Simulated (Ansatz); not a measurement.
A trial cell of AlGa5As6, before relaxation:

```
Al Ga As
1.0
     3.89958    0.00000    0.00000
    -1.94979    3.37713    0.00000
     0.00000    0.00000   19.10394
Al Ga As
1 5 6
Direct
  0.00000 0.00000 0.00000
  0.33333 0.66667 0.83333
  0.66667 0.33333 0.66667
  0.00000 0.00000 0.50000
  0.33333 0.66667 0.33333
  0.66667 0.33333 0.16667
  0.00000 0.00000 0.87500
  0.33333 0.66667 0.70833
  0.66667 0.33333 0.54167
  0.00000 0.00000 0.37500
  0.33333 0.66667 0.20833
  0.66667 0.33333 0.04167
```

The calculation used DFT PBE, scalar-relativistic, plane waves, PAW in Ansatz. Cutoff 420 eV, Gaussian smearing, Γ-centred meshes. Cell and atoms relax first on a coarse mesh and then on a converged one. In between, the cell is made exact in the group found at 0.06 Å. The steps can't lower the symmetry of their start. No spin polarisation.

A guess keeps its type if space group and coordination stay and the shape of the cell changes little (axis ratios within about 15 %, angles within 6°); the volume may change.

Q: Does this structure survive the relaxation?

A: It keeps its type. The symmetry stays P3m1 (No. 156). The volume per atom grows by 12.9 %, from 21.0 to 23.7 Å³. The shortest distance goes from 2.39 Å (Al–As and Ga–As) to 2.48 Å (Al–As). The ratio c/a of the conventional cell changes by a factor of 1.00. Counting neighbours within 15 % of an atom's shortest distance, the start has Al 4, As 4, Ga 4 and the end Al 4, As 4, Ga 4.

The last run used a 12×12×2 mesh (in the run's order of axes) for its 12-atom cell and Gaussian smearing of 0.02 eV. A later test with randomly moved atoms came back to the same energy, though modes that don't fit the test's cell weren't probed.
